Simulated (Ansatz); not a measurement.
Pd:
```yaml
crystal:
  lattice:
    - [2.56546, 0.00000, 0.00000]
    - [0.00000, 2.56546, 0.00000]
    - [0.00000, 0.00000, 2.56546]
  atoms:
    - { symbol: Pd, position: [0.00000, 0.00000, 0.00000] }
```

Relaxed with PBEsol. Special points in fractions of this cell's reciprocal vectors: Γ (0.000, 0.000, 0.000); X (0.000, 0.500, 0.000); M (0.500, 0.500, 0.000); R (0.500, 0.500, 0.500).

List the band energies nearest the Fermi level at these points for PBEsol with spin–orbit coupling in the plane-wave PAW code Ansatz.

In eV from the Fermi level; about four levels below and three above (degenerate sets whole), none deeper than 8.9 eV; … stands for higher levels left out; points with the same levels are listed once.

```json
[
 {"k": "Γ", "below": "-0.07 -0.07 -0.07 -0.07", "above": "0.27 0.27 …"},
 {"k": "X", "below": "-1.75 -1.75 -1.56 -1.56", "above": "0.17 0.17 0.21 0.21"},
 {"k": "M", "below": "-1.42 -1.42 -1.24 -1.24", "above": "1.27 1.27 5.27 5.27"},
 {"k": "R", "below": "-4.26 -4.26 -4.26 -4.26 -4.02 -4.02", "above": "1.37 1.37 1.37 1.37"}
]
```

Space group Pm-3m (simple cubic). The cell is a constructed one: a structure type filled with these elements; neither database checked (COD, Materials Project) lists it. It is not the phase usual at ambient conditions (space group No. 225). Symmetry was held in the PBEsol relaxation. At this level the phase is mechanically unstable. The run is not spin-polarised.

Potentials: the later of the program's two PAW sets.
